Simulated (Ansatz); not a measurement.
HfGeS4:
```
CELL_PARAMETERS angstrom
     -4.17378     4.17378     3.80879
      4.17378    -4.17378     3.80879
      4.17378     4.17378    -3.80879
ATOMIC_POSITIONS crystal
  Hf 0.00000 0.00000 0.00000
  Hf 0.75000 0.25000 0.50000
  Ge 0.25000 0.75000 0.50000
  Ge 0.50000 0.50000 0.00000
  S  0.10193 0.28636 0.81557
  S  0.03636 0.72080 0.68443
  S  0.47080 0.28636 0.18443
  S  0.03636 0.35193 0.31557
  S  0.64807 0.96364 0.68443
  S  0.71364 0.89807 0.18443
  S  0.27920 0.96364 0.31557
  S  0.71364 0.52920 0.81557
```

PBE (plane waves, PAW; program Ansatz) gives a gap of 0.62 eV without spin–orbit coupling, maximum on the Γ–Z line, 36 % of the way from Γ, minimum at Γ.

Problem. What happens when spin–orbit coupling is switched on?

Solution. The gap hardly moves, to 0.62 eV; maximum on the Γ–Z line, 36 % of the way from Γ, minimum at Γ.

Problem. Give the electron effective mass with spin–orbit coupling.

Solution. 0.10, 0.23, 0.23 mₑ (principal values).

Problem. Give the hole effective mass with spin–orbit coupling.

Solution. 0.92, 1.6, 1.6 mₑ (principal values).

Space group I4_1/amd. The start of the workflow was typed in or built on a structure type; neither database checked (COD, Materials Project) lists it. Whether it is the stable phase at ambient conditions was not checked. Symmetry was held in the PBE relaxation; its stability against distortions is not shown here. No spin polarisation was allowed.

Potentials: the earlier of the program's two PAW sets.
